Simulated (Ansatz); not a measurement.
**TmGa3Hg3As2N4 in the drawn start structure**

The computed numbers are results of PBE, scalar-relativistic (collinear spin) in the plane-wave PAW code Ansatz at 420 eV, Γ-centred 4×4×2 mesh, 0.05 eV Gaussian smearing; PAW files: Ansatz's generated set soft_2.

```
Tm Ga Hg As N
1.0
     6.21462    0.00000    0.00000
     0.00000    6.21462    0.00000
     0.00000    0.00000   12.24062
Tm Ga Hg As N
1 3 3 2 4
Direct
  0.00000 0.00000 0.00000
  0.50000 0.50000 0.20859
  0.50000 0.50000 0.79141
  0.50000 0.50000 0.00000
  0.00000 0.00000 0.74341
  0.00000 0.00000 0.25659
  0.00000 0.00000 0.50000
  0.00000 0.50000 0.00000
  0.50000 0.00000 0.00000
  0.41196 0.00000 0.50000
  0.58804 0.00000 0.50000
  0.00000 0.41196 0.50000
  0.00000 0.58804 0.50000
```

This is a trial structure made by placing the elements on a prototype's sites, so it needn't be the stable form.

Magnetic state: ferromagnetic, site spin moments Tm 1.41; Ga -0.06; As 0.11 μB.

Q: Which orbitals carry the states at the Fermi level, and how many states are there?

A: Within 0.1 eV of it: Tm 4f 61 %, Ga 4p 20 %, As 4p 13 % (shares among the projected shells). The density of states at the Fermi level is about 8.7 states/eV per cell, averaged over 0.3 eV.

Density of states (tetrahedra, averaged over 0.3 eV; states/eV per cell of 13 atoms; energy in eV from the Fermi level; projections on Löwdin-orthogonalised atomic orbitals, summed over sites):

```tsv
E	total	Ga 4p	As 4p	N 2p	Tm 4f down	Tm 4f up
-5.80	9.7	0.8	0.0	0.1	0.0	0.0
-5.50	4.5	0.8	0.0	0.1	0.0	0.0
-5.20	3.4	0.0	0.0	0.4	0.0	0.0
-4.90	2.1	0.0	0.0	0.4	0.0	0.0
-4.60	0.2	0.0	0.0	0.0	0.0	0.0
-4.30	0.0	0.0	0.0	0.0	0.0	0.0
-4.00	6.1	0.3	0.2	0.1	0.0	0.0
-3.70	6.4	0.3	0.2	0.1	0.0	0.0
-3.40	5.1	0.6	0.3	0.1	0.0	0.0
-3.10	2.1	0.3	0.1	0.0	0.0	0.0
-2.80	0.4	0.1	0.0	0.0	0.0	0.0
-2.50	0.2	0.0	0.1	0.0	0.0	0.0
-2.20	5.3	0.9	2.1	0.0	0.0	1.3
-1.90	10.6	1.1	2.8	0.0	0.0	5.3
-1.60	2.6	0.6	1.1	0.0	0.0	0.2
-1.30	17.1	0.5	1.3	0.1	0.0	12.8
-1.00	11.2	1.1	3.0	0.1	0.5	3.3
-0.70	16.8	2.1	6.0	0.1	6.1	0.1
-0.40	14.0	1.6	3.9	0.0	6.7	0.1
-0.10	11.7	2.2	2.3	0.1	6.3	0.0
0.20	8.3	1.7	1.3	0.6	3.5	0.0
0.50	6.5	1.3	1.6	1.5	0.1	0.0
0.80	11.1	2.1	0.7	6.4	0.0	0.0
1.10	12.9	3.0	0.7	7.6	0.0	0.0
1.40	10.3	3.7	0.7	4.7	0.0	0.0
1.70	10.7	5.1	1.4	2.4	0.0	0.0
2.00	9.2	4.2	1.0	1.3	0.0	0.0
2.30	2.9	0.8	0.1	0.3	0.0	0.0
2.60	6.6	1.8	0.2	0.2	0.0	0.0
2.90	8.2	1.9	0.4	0.2	0.0	0.0
3.20	12.6	3.0	0.6	0.2	0.0	0.0
3.50	7.2	1.3	0.4	0.1	0.0	0.0
3.80	5.5	0.7	0.3	0.1	0.0	0.0
4.10	7.8	1.3	0.3	0.1	0.0	0.0
4.40	13.1	1.8	0.5	0.2	0.0	0.0
4.70	10.9	0.8	0.7	0.1	0.0	0.0
5.00	4.9	0.6	0.4	0.0	0.0	0.0
```

Without a U the open 4f shell is pinned at the Fermi level, an artefact: in the real crystal it splits into occupied and empty levels away from it, and its large orbital moment is missing here. No spin–orbit coupling, a notable omission for heavy elements. The run wasn't fully tested for a lower electronic state. Site moments are of spin, integrated over atomic spheres. No antiparallel order was tried.

A lower state of the open shells can't be excluded, and forces and pressures are less sure for it.
